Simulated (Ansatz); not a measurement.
## KZnF₃: field gradients at two levels of theory

Cell: a structure deposited in the COD, whose atoms a relaxation with PBE at fixed cell left in place.

```xyz
5
Lattice="4.0500 0.0000 0.0000 0.0000 4.0500 0.0000 0.0000 0.0000 4.0500" Properties=species:S:1:pos:R:3 pbc="T T T"
K     0.0000    0.0000    0.0000
Zn    2.0250    2.0250    2.0250
F     2.0250    2.0250    0.0000
F     0.0000    2.0250    2.0250
F     2.0250    0.0000    2.0250
```

Atoms are numbered from 1 in the order listed; like atoms form one site, named after its first atom.

First run. The numbers come from a DFT calculation in Ansatz (PBE, plane waves and PAW, scalar-relativistic, 420 eV cutoff, Γ-centred 6×6×6 k-points, Fermi–Dirac smearing 0.02 eV).

```csv
site,atom,V_zz (10²¹ V/m²),η
F,3,9.92,0.00
```

Second run. The same atoms and settings, except that the functional is r2SCAN and the cutoff is 500 eV.

(1) Given the first result, estimate the second.

## Answers

(1) 

| site | atom | V_zz | η | change of V_zz |
| --- | --- | --- | --- | --- |
| F | 3 | 9.31 | 0.00 | -0.61 |

The largest change of V_zz is on F, from 9.92 to 9.31. In per cent, |V_zz| changes by -6 on F (all sites that start above 0.5). Sites without a gradient aren't listed.

For the first run: At this cell the principal stresses reach 5 GPa in size with PBE, which can matter for small gradients.
